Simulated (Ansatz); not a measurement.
With DFT-LDA in the program Ansatz with PAW potentials, ScBeNO in the trigonal phase (P3m1; Sc on 1b, Be on 1c, O on 1b, N on 1c) relaxes to a = 3.237 Å, c = 4.732 Å. Its formation energy from the elements is -2.03 eV/atom, with no fitted shifts.

The Kohn–Sham gap is 3.15 eV (indirect). The valence maximum lies at L and the conduction minimum at Γ. Electrons at the band edge weigh 0.39, 0.39, 0.62 mₑ (principal values).

An equation-of-state fit gives a bulk modulus of 151 GPa. Perturbation theory gives ε∞ = 5.47 (xx = yy), 4.58 (zz). Born charges are Sc +3.15, Be +2.01, O -2.21, N -2.96 e. The phonon dispersion is unstable, down to 336i cm⁻¹. Without the LO–TO term the highest mode at Γ lies at 876 cm^-1.

The start of the workflow was typed in or built on a structure type; neither database checked (COD, Materials Project) lists it. Its standing as an ambient phase is unchecked. The LDA relaxation kept the symmetry of its start. The run is not spin-polarised. The volume moved by -25 % from the start of the relaxation. The references are the lowest solids computed at this level, not always the standard phases (solids in place of the gases).

Potentials: the earlier of the program's two PAW sets. The files were generated under PBE; for other functionals the program regenerates the frozen cores, and for LDA and PBEsol the local potential too.
